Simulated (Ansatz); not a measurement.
InSb in space group Pm-3n (No. 223; In on 6c, Sb on 6d) at seven volumes, PBE in the plane-wave PAW code Ansatz, scaled uniformly. One row is withheld.

| V (Å³/atom) | P (GPa) |
|---|---|
| 41.543 | 3.33 |
| 42.913 | 2.02 |
| 44.283 | 0.92 |
| 45.652 | 0.00 |
| 47.022 | -0.77 |
| 48.391 | ? |
| 49.761 | -1.96 |

Fit the shown pressures and predict the withheld one.

Third-order Birch–Murnaghan: P = (3/2)B₀(x^(7/2) − x^(5/2))[1 + (3/4)(B′ − 4)(x − 1)] with x = (V₀/V)^(2/3). Least squares on the six rows gives V₀ = 45.654 Å³/atom, B₀ = 28.04 GPa, B′ = 4.87. At V = 48.391, x = 0.9619 and P = -1.42 GPa. The run itself gave -1.42 GPa.

The start of the workflow was typed in or built on a structure type; neither database checked (COD, Materials Project) lists it. It is not the phase usual at ambient conditions (space group No. 216). The cell was relaxed with PBE under the symmetry of its start; whether a distortion lowers the energy is not shown. The volume moved by 36 % from the start of the relaxation. Scalar-relativistic: spin–orbit coupling is off unless named, which matters more the heavier the elements.

Potentials: the earlier of the program's two PAW sets.
